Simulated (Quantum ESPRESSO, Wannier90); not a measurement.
# PbSe (Cmcm), plane waves to Wannier functions

Materials Project entry mp-1063670; symmetrised, unrelaxed at this level. Not found in the COD (Crystallography Open Database) copy used, which has the formula in other groups; not checked further. Computed values, not measurements, from PBEsol: Quantum ESPRESSO (norm-conserving PseudoDojo potentials, cutoff 69 Ry, spinors with spin-orbit coupling) on a Γ-centred 4×4×4 mesh, then Wannier90. Density: 8×8×8 mesh, Gaussian smearing 0.01 Ry.

```
begin unit_cell_cart
ang
    4.3097500000    0.0000000000    0.0000000000
    0.0000000000    0.0000000000   -4.4504900000
   -2.1548750000    6.1339450000    0.0000000000
end unit_cell_cart
mp_grid = 4 4 4
```

Neighbour vectors b of the finite-difference formula (Å⁻¹), by shell:

```tsv
shell	b_x	b_y	b_z
1	0.00000	0.25608	0.00000
1	0.00000	-0.25608	0.00000
2	0.00000	0.00000	-0.35295
2	0.00000	0.00000	0.35295
3	0.36447	0.12804	0.00000
3	0.36447	-0.12804	0.00000
3	-0.36447	-0.12804	0.00000
3	-0.36447	0.12804	0.00000
```

Problem. Find the weights w_b from the completeness condition Σ_b w_b b_α b_β = δ_αβ.

Solution. Shell 1: Σ b_x² = 0.000, Σ b_y² = 0.131, Σ b_z² = 0.000 Å⁻²
Shell 2: Σ b_x² = 0.000, Σ b_y² = 0.000, Σ b_z² = 0.249 Å⁻²
Shell 3: Σ b_x² = 0.531, Σ b_y² = 0.066, Σ b_z² = 0.000 Å⁻²
Each of the three diagonal sums, weighted, has to give 1 and the off-diagonal ones 0, which holds for w_1 = 6.68 Å², w_2 = 4.01 Å², w_3 = 1.88 Å². Check on xx: 6.68×0.000 + 4.01×0.000 + 1.88×0.531 = 1.00.

On this mesh the 12 functions of bands 49-60 (bands 49-60; start: atomic waves Se 4p, conv_tol = 1.0e-6) end with spreads 4.5522, 4.8899, 4.8899, 4.5522, 4.7720, 4.7720, 4.5522, 4.8899, 4.8899, 4.5522, 4.7720, 4.7720 Å², Ω_I = 53.7546 Å² and Ω_D = 0.1697 Å².

Ω_total is the sum of the spreads, 56.856 Å². Ω_OD = Ω_total − Ω_I − Ω_D = 2.932 Å². Only (Ω_D + Ω_OD)/Ω_total = 5.5 % depends on the gauge, and another start could lower the total by that share at most. The rms radius is √(Ω_total/12) = 2.18 Å.
